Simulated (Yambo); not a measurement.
GaN (zinc blende, space group F-43m, No. 216), G0W0@PBEsol in Yambo with this input:

```
rim_cut
gw0
dyson
el_el_corr
HF_and_locXC
ppa
em1d
RandQpts= 1000000
RandGvec= 1 Ry
EXXRLvcs= 84 Ry
VXCRLvcs= 336 Ry
Chimod= "HARTREE"
% BndsRnXp
 1 | 90 |
%
NGsBlkXp= 14 Ry
% LongDrXp
 1.0 | 1.0 | 1.0 |
%
PPAPntXp= 27.2114 eV
% GbndRnge
 1 | 90 |
%
GTermKind= "BG"
DysSolver= "n"
ExtendOut
```

On a 6×6×6 mesh, with wavefunctions cut at 84 Ry, the gap (Γ → Γ) is 2.336 eV and the valence edge shifts by -0.378 eV.

Q: What happens with this change: 32 bands in G?

A: The gap rises by 0.062 eV, to 2.398 eV; the shift of the valence edge becomes -0.455 eV. Neither run is shown to be the converged limit.

The standard potential for Ga keeps a d shell in the valence without the s and p states of that shell. In tests on such compounds this moved G0W0 gaps by up to about 0.9 eV, so absolute quasiparticle energies here are unreliable; differences between settings are what counts.

Spin-orbit coupling is not included.

Geometry relaxed with PBEsol; primitive cell a = b = c = 3.182 Å, α = β = γ = 60.00°.

This is not the ordinary phase of the substance; no match was found in the copy of COD used, and its stability was not checked.

A shift is the quasiparticle energy of the state minus its PBEsol energy.
